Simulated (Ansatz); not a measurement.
Input, command and steps of an Ansatz relaxation.

```yaml
crystal:
  lattice:
    - [0.0, 0.0, 5.33853828]
    - [0.0, 5.70778982, 0.0]
    - [-8.238485, -2.85389491, 0.0]
  atoms:
    - { symbol: "N", position: [0.3808558873, 0.7273231232, 0.8010756662] }
    - { symbol: "N", position: [0.3793578323, 0.5378686388, 0.4007036774] }
    - { symbol: "N", position: [0.3754729705, 0.9322206682, 0.2004859595] }
    - { symbol: "N", position: [0.8822081514, 0.4639392681, 0.5992597144] }
    - { symbol: "N", position: [0.8796842529, 0.0687386489, 0.8000048923] }
    - { symbol: O, position: [0.3743472885, 0.1324425426, 0.6067123832] }
    - { symbol: O, position: [0.3801223276, 0.3358454973, 0.0012286353] }
    - { symbol: O, position: [0.8830156551, 0.2528719456, 0.1954851714] }
    - { symbol: O, position: [0.8803903153, 0.8611541662, 0.397936593] }
    - { symbol: O, position: [0.8772620755, 0.6714575444, 0.0040351364] }
    - { symbol: Zn, position: [0.9986168871, 0.7359426241, 0.7989374644] }
    - { symbol: Zn, position: [0.0070992883, 0.53164742, 0.3996987546] }
    - { symbol: Zn, position: [0.0006681818, 0.1327949498, 0.6016053939] }
    - { symbol: Zn, position: [0.497313919, 0.8679299826, 0.3982924649] }
    - { symbol: Zn, position: [0.4957924862, 0.0650613381, 0.8004018277] }
    - { symbol: Zn, position: [0.5069647583, 0.6665635579, 0.0010260774] }
    - { symbol: Zr, position: [0.4979440697, 0.4690015154, 0.5981872389] }
    - { symbol: In, position: [0.0040698781, 0.3300474951, 0.9929885227] }
    - { symbol: In, position: [0.997522248, 0.9383578275, 0.1995166326] }
    - { symbol: In, position: [0.5079722361, 0.2689037171, 0.1967004966] }
  symmetry: { detect: false }
basis:
  ecutwfc: 420
kpoints:
  mp_grid: { grid: [2, 2, 2], shift: [0.5, 0.5, 0.5] }
hamiltonian:
  xc: pbe
scf:
  occupations: { method: gaussian, width: 0.1 }
  lower_state_search: "off"
output:
  forces: true
  stress: true
  eigenvalues: true
relax:
  adjacent_minimum: "off"
  f_tol: 0.04
  max_steps: 50
  cell: { stress_tol: 0.3 }
```

```bash
ansatz run input.yaml --threads 4 --pin off --max-ram 9216MiB --backend cpu --events-out ev --progress --plain --runs-dir out
```

Theory: Ansatz 0.2.0, DFT PBE, scalar-relativistic, plane waves, PAW.

Of 8 frames 8 are shown, positions in Å and forces in eV/Å; the SCF threshold varies from step to step. Steps run on the plane waves of an earlier cell, with a Pulay correction in the pressure. The basis is chosen afresh for the last frame, the zero of the energies, and at times for earlier ones too; energy and pressure can step there, also at an unchanged geometry. Here that happened at step 6 (-6 meV/atom, 0.6 GPa); frames between the last choice of the basis and such a step carry an error that grows, as the cell changes, to that size.

```xyz
20
Lattice="0.0000 0.0000 5.3385 0.0000 5.7078 0.0000 -8.2385 -2.8539 0.0000" Properties=species:S:1:pos:R:3:forces:R:3 pbc="T T T" step=1 free_energy_over_end_meV_per_atom=139.58 pressure_GPa=17.68
N    -6.5996    1.8652    2.0332   -0.8823    0.4574   -0.1911
N    -3.3012    1.9265    2.0252    0.8771    1.3345   -0.6293
N    -1.6517    4.7488    2.0045    0.0938   -0.8910    1.6484
N    -4.9370    0.9378    4.7097    0.6268   -0.0340    0.1508
N    -6.5908   -1.8908    4.6962    1.1979   -0.9895   -1.1148
O    -4.9984   -0.9755    1.9985    0.5871   -0.0858    0.2328
O    -0.0101    1.9134    2.0293    1.0282    0.9461    0.8829
O    -1.6105    0.8854    4.7140   -0.7242    3.1602    0.1744
O    -3.2784    3.7796    4.7000   -0.5541   -0.4532   -0.5975
O    -0.0332    3.8210    4.6833    0.7302   -0.2746   -0.7375
Zn   -6.5820    1.9205    5.3312    1.0745    0.5302    0.4506
Zn   -3.2929    1.8938    0.0379   -1.5789    0.0500    0.2080
Zn   -4.9563   -0.9590    0.0036   -0.5353    0.1434   -0.6653
Zn   -3.2813    3.8173    2.6549   -0.0191   -0.2478   -0.2809
Zn   -6.5941   -1.9129    2.6468    0.3046   -1.2849    0.9515
Zn   -0.0085    3.8017    2.7065    0.5040    1.2706   -0.9661
Zr   -4.9282    0.9698    2.6583   -1.3501   -0.8326    0.4702
In   -8.1807   -0.9500    0.0217    1.0561    0.4399   -0.1649
In   -1.6437    4.7866    5.3253   -1.0881   -2.5765    1.5689
In   -1.6205    0.9735    2.7118   -1.3482   -0.6623   -1.3911
20
Lattice="-0.0086 0.0051 5.4505 0.0022 5.8791 0.0055 -8.4305 -2.9427 0.0106" Properties=species:S:1:pos:R:3:forces:R:3 pbc="T T T" step=2 free_energy_over_end_meV_per_atom=22.59 pressure_GPa=2.42
N    -6.7678    1.9475    2.0413   -0.1033    0.0212    0.0452
N    -3.4333    2.0061    2.0508    0.0562    0.1727    0.0659
N    -1.7107    4.8608    2.1744    0.1483   -0.1016    0.4211
N    -5.0541    0.9170    4.7700    0.2024    0.0555   -0.2559
N    -6.6837   -2.0113    4.7528    0.1907   -0.2324   -0.3923
O    -5.1037   -1.0444    2.0106    0.3003    0.5673    0.2769
O     0.0529    2.0211    2.1502   -0.0070    0.1378    0.1468
O    -1.6946    1.0118    4.8827    0.1220    0.9201    0.0444
O    -3.3989    3.8820    4.7801    0.1286    0.0362   -0.0809
O    -0.0085    3.9774    4.7809   -0.1728   -0.2821    0.0556
Zn   -6.6581    1.9766    5.4395    0.4423    0.3747    0.2785
Zn   -3.4971    1.9772    0.0468   -0.6536   -0.0842    0.0338
Zn   -5.0891   -1.0015   -0.0348   -0.2281    0.0801   -0.4911
Zn   -3.3853    3.8959    2.7099    0.1039   -0.1940   -0.0689
Zn   -6.7002   -2.0251    2.7170   -0.0156   -0.8423    0.6619
Zn    0.0369    3.9911    2.7573    0.0586    0.7501   -0.5079
Zr   -5.1181    0.9478    2.6842   -0.0132   -0.1933    0.2473
In   -8.2469   -0.9577    0.0556    0.2360    0.0053   -0.3052
In   -1.7341    4.9225    5.5288   -0.2940   -0.9203    0.3217
In   -1.7033    1.0255    2.7532   -0.5015   -0.2706   -0.4967
20
Lattice="-0.0158 0.0134 5.4593 -0.0009 5.9139 0.0144 -8.4952 -2.9556 0.0171" Properties=species:S:1:pos:R:3:forces:R:3 pbc="T T T" step=3 free_energy_over_end_meV_per_atom=10.69 pressure_GPa=0.17
N    -6.8057    1.9561    2.0582   -0.1370    0.0604   -0.0333
N    -3.4851    2.0372    2.0603    0.0373    0.0980    0.0361
N    -1.7340    4.8914    2.2204    0.1352   -0.0183    0.1347
N    -5.1038    0.9256    4.7661    0.1442    0.0457    0.0068
N    -6.7191   -2.0407    4.7532    0.1061   -0.0521   -0.1401
O    -5.1386   -1.0276    2.0242    0.2040    0.3536    0.1600
O     0.0542    2.0421    2.1740   -0.1055   -0.0232   -0.0582
O    -1.7226    1.0666    4.9086    0.1676    0.3053   -0.0036
O    -3.4390    3.9186    4.7921    0.0810    0.0670    0.0234
O    -0.0215    4.0013    4.7979   -0.1579   -0.1909    0.1366
Zn   -6.6861    2.0003    5.4726    0.1862    0.2297    0.2030
Zn   -3.5819    2.0004    0.0547   -0.2727   -0.0750   -0.0098
Zn   -5.1379   -1.0030   -0.0586   -0.1145    0.0362   -0.2950
Zn   -3.4186    3.9197    2.7210    0.0796   -0.1339   -0.0238
Zn   -6.7381   -2.0729    2.7458   -0.0804   -0.4764    0.3764
Zn    0.0428    4.0620    2.7476   -0.0171    0.3880   -0.2719
Zr   -5.1559    0.9519    2.6984   -0.0593   -0.1791    0.0656
In   -8.2717   -0.9716    0.0533   -0.1046    0.0586   -0.1436
In   -1.7701    4.9468    5.5673   -0.0470   -0.4793   -0.0076
In   -1.7557    1.0383    2.7378   -0.0449   -0.0145   -0.1556
20
Lattice="-0.0055 0.0160 5.4607 -0.0137 5.9180 0.0171 -8.5283 -2.9392 0.0000" Properties=species:S:1:pos:R:3:forces:R:3 pbc="T T T" step=4 free_energy_over_end_meV_per_atom=6.41 pressure_GPa=-0.08
N    -6.8325    1.9655    2.0567   -0.0124    0.0296   -0.0213
N    -3.5132    2.0551    2.0591   -0.0099   -0.0488    0.0111
N    -1.7435    4.9089    2.2169    0.0503   -0.0284    0.0122
N    -5.1177    0.9557    4.7679   -0.0002   -0.0280    0.0154
N    -6.7273   -2.0241    4.7538    0.0121    0.0265   -0.0303
O    -5.1176   -0.9985    2.0425   -0.0517    0.0742    0.0080
O     0.0442    2.0381    2.1517   -0.0009   -0.0058    0.0370
O    -1.7138    1.0787    4.8966   -0.0042   -0.0285    0.0028
O    -3.4652    3.9341    4.7886   -0.0087   -0.0039    0.0098
O    -0.0318    3.9814    4.7936   -0.0443    0.0350    0.0071
Zn   -6.6733    2.0541    5.5101    0.0139    0.0034    0.0079
Zn   -3.6259    2.0028    0.0563   -0.0193    0.0256    0.0046
Zn   -5.1712   -0.9739   -0.0987    0.0130    0.0008   -0.0013
Zn   -3.4200    3.9224    2.7139    0.0047   -0.0014    0.0087
Zn   -6.7612   -2.1105    2.7810   -0.0186   -0.0546    0.0244
Zn    0.0275    4.1106    2.7083   -0.0365    0.0279   -0.0105
Zr   -5.1786    0.9536    2.7066    0.0097    0.0030   -0.0235
In   -8.3231   -0.9638    0.0109   -0.0204   -0.0020   -0.0079
In   -1.7809    4.9121    5.5552    0.0486   -0.0165   -0.0131
In   -1.7773    1.0558    2.7121    0.0748   -0.0076   -0.0417
20
Lattice="-0.0087 0.0183 5.4588 -0.0111 5.9131 0.0196 -8.5406 -2.9406 0.0037" Properties=species:S:1:pos:R:3:forces:R:3 pbc="T T T" step=5 free_energy_over_end_meV_per_atom=6.29 pressure_GPa=-0.04
N    -6.8445    1.9645    2.0587    0.0056   -0.0003   -0.0089
N    -3.5156    2.0458    2.0642    0.0098   -0.0079    0.0097
N    -1.7430    4.8979    2.2169    0.0013   -0.0093    0.0086
N    -5.1278    0.9560    4.7734    0.0003   -0.0079   -0.0091
N    -6.7383   -2.0169    4.7553    0.0030    0.0057   -0.0051
O    -5.1342   -0.9919    2.0485    0.0107   -0.0086    0.0039
O     0.0475    2.0371    2.1529   -0.0042   -0.0038    0.0024
O    -1.7177    1.0750    4.8941    0.0054   -0.0030   -0.0063
O    -3.4727    3.9320    4.7936   -0.0083   -0.0017   -0.0090
O    -0.0365    3.9833    4.7902    0.0041    0.0013    0.0028
Zn   -6.6813    2.0558    5.5133    0.0045    0.0012   -0.0013
Zn   -3.6324    2.0011    0.0615   -0.0076    0.0038   -0.0020
Zn   -5.1770   -0.9740   -0.0928   -0.0016    0.0043    0.0030
Zn   -3.4235    3.9162    2.7176   -0.0084    0.0041   -0.0012
Zn   -6.7762   -2.1151    2.7868   -0.0022   -0.0029    0.0078
Zn    0.0277    4.1108    2.7045   -0.0060    0.0020    0.0049
Zr   -5.1870    0.9546    2.7110   -0.0002    0.0134    0.0027
In   -8.3369   -0.9665    0.0125   -0.0049   -0.0020   -0.0009
In   -1.7820    4.9051    5.5527    0.0047    0.0100    0.0012
In   -1.7699    1.0512    2.7053   -0.0059    0.0016   -0.0034
20
Lattice="-0.0087 0.0183 5.4588 -0.0111 5.9131 0.0196 -8.5406 -2.9406 0.0037" Properties=species:S:1:pos:R:3:forces:R:3 pbc="T T T" step=6 free_energy_over_end_meV_per_atom=0.10 pressure_GPa=0.52
N    -6.8445    1.9645    2.0587    0.0091   -0.0018   -0.0090
N    -3.5156    2.0458    2.0642    0.0066   -0.0096    0.0099
N    -1.7430    4.8979    2.2169    0.0006   -0.0083    0.0081
N    -5.1278    0.9560    4.7734   -0.0010   -0.0082   -0.0118
N    -6.7383   -2.0169    4.7553    0.0037    0.0044   -0.0070
O    -5.1342   -0.9919    2.0485    0.0104   -0.0092    0.0044
O     0.0475    2.0371    2.1529    0.0002   -0.0002    0.0051
O    -1.7177    1.0750    4.8941    0.0025   -0.0012   -0.0059
O    -3.4727    3.9320    4.7936   -0.0127   -0.0028   -0.0108
O    -0.0365    3.9833    4.7902    0.0058    0.0028    0.0002
Zn   -6.6813    2.0558    5.5133    0.0031   -0.0008   -0.0013
Zn   -3.6324    2.0011    0.0615   -0.0029    0.0047   -0.0023
Zn   -5.1770   -0.9740   -0.0928    0.0027    0.0025    0.0061
Zn   -3.4235    3.9162    2.7176   -0.0112    0.0063    0.0013
Zn   -6.7762   -2.1151    2.7868   -0.0024    0.0028    0.0057
Zn    0.0277    4.1108    2.7045   -0.0065   -0.0037    0.0072
Zr   -5.1870    0.9546    2.7110   -0.0003    0.0133    0.0002
In   -8.3369   -0.9665    0.0125   -0.0056   -0.0031   -0.0005
In   -1.7820    4.9051    5.5527    0.0043    0.0110    0.0029
In   -1.7699    1.0512    2.7053   -0.0064    0.0010   -0.0024
20
Lattice="-0.0103 0.0208 5.4635 -0.0133 5.9236 0.0222 -8.5571 -2.9426 0.0047" Properties=species:S:1:pos:R:3:forces:R:3 pbc="T T T" step=7 free_energy_over_end_meV_per_atom=0.20 pressure_GPa=-0.05
N    -6.8584    1.9709    2.0641    0.0044    0.0012    0.0042
N    -3.5241    2.0502    2.0699    0.0095    0.0030   -0.0053
N    -1.7480    4.9068    2.2203    0.0002   -0.0038   -0.0020
N    -5.1413    0.9628    4.7787    0.0028    0.0088    0.0057
N    -6.7528   -2.0129    4.7620   -0.0016    0.0037   -0.0024
O    -5.1423   -0.9890    2.0547    0.0010    0.0067    0.0033
O     0.0452    2.0396    2.1544   -0.0068    0.0015   -0.0021
O    -1.7226    1.0778    4.8963    0.0021   -0.0053   -0.0034
O    -3.4846    3.9445    4.8007    0.0002   -0.0026   -0.0003
O    -0.0397    3.9918    4.7974   -0.0029   -0.0028   -0.0050
Zn   -6.6947    2.0670    5.5215   -0.0017    0.0005   -0.0017
Zn   -3.6435    2.0077    0.0642   -0.0014    0.0041   -0.0028
Zn   -5.1879   -0.9713   -0.0898   -0.0009   -0.0029    0.0000
Zn   -3.4322    3.9251    2.7220   -0.0046    0.0011   -0.0002
Zn   -6.7905   -2.1165    2.7919    0.0019   -0.0010    0.0035
Zn    0.0255    4.1190    2.7083    0.0029    0.0000   -0.0018
Zr   -5.1985    0.9607    2.7156   -0.0075   -0.0116   -0.0020
In   -8.3559   -0.9666    0.0120    0.0066    0.0002    0.0029
In   -1.7878    4.9163    5.5575   -0.0017   -0.0008    0.0103
In   -1.7753    1.0525    2.7050   -0.0023    0.0002   -0.0009
20
Lattice="-0.0103 0.0208 5.4635 -0.0133 5.9236 0.0222 -8.5571 -2.9426 0.0047" Properties=species:S:1:pos:R:3:forces:R:3 pbc="T T T" step=8 free_energy_over_end_meV_per_atom=0.00 pressure_GPa=-0.04
N    -6.8584    1.9709    2.0641    0.0045    0.0010    0.0042
N    -3.5241    2.0502    2.0699    0.0094    0.0029   -0.0053
N    -1.7480    4.9068    2.2203    0.0000   -0.0038   -0.0021
N    -5.1413    0.9628    4.7787    0.0029    0.0088    0.0057
N    -6.7528   -2.0129    4.7620   -0.0014    0.0037   -0.0023
O    -5.1423   -0.9890    2.0547    0.0010    0.0068    0.0033
O     0.0452    2.0396    2.1544   -0.0066    0.0017   -0.0021
O    -1.7226    1.0778    4.8963    0.0019   -0.0051   -0.0034
O    -3.4846    3.9445    4.8007   -0.0001   -0.0025   -0.0004
O    -0.0397    3.9918    4.7974   -0.0027   -0.0027   -0.0050
Zn   -6.6947    2.0670    5.5215   -0.0016    0.0004   -0.0018
Zn   -3.6435    2.0077    0.0642   -0.0014    0.0041   -0.0028
Zn   -5.1879   -0.9713   -0.0898   -0.0007   -0.0030    0.0000
Zn   -3.4322    3.9251    2.7220   -0.0047    0.0012   -0.0001
Zn   -6.7905   -2.1165    2.7919    0.0018   -0.0010    0.0034
Zn    0.0255    4.1190    2.7083    0.0030   -0.0003   -0.0017
Zr   -5.1985    0.9607    2.7156   -0.0077   -0.0116   -0.0020
In   -8.3559   -0.9666    0.0120    0.0065    0.0002    0.0029
In   -1.7878    4.9163    5.5575   -0.0018   -0.0008    0.0103
In   -1.7753    1.0525    2.7050   -0.0022    0.0001   -0.0009
```

It took 47 s on 4 threads of Arm Neoverse V2, with other jobs on the host, peak memory 0.91 GiB.

The k mesh is coarse.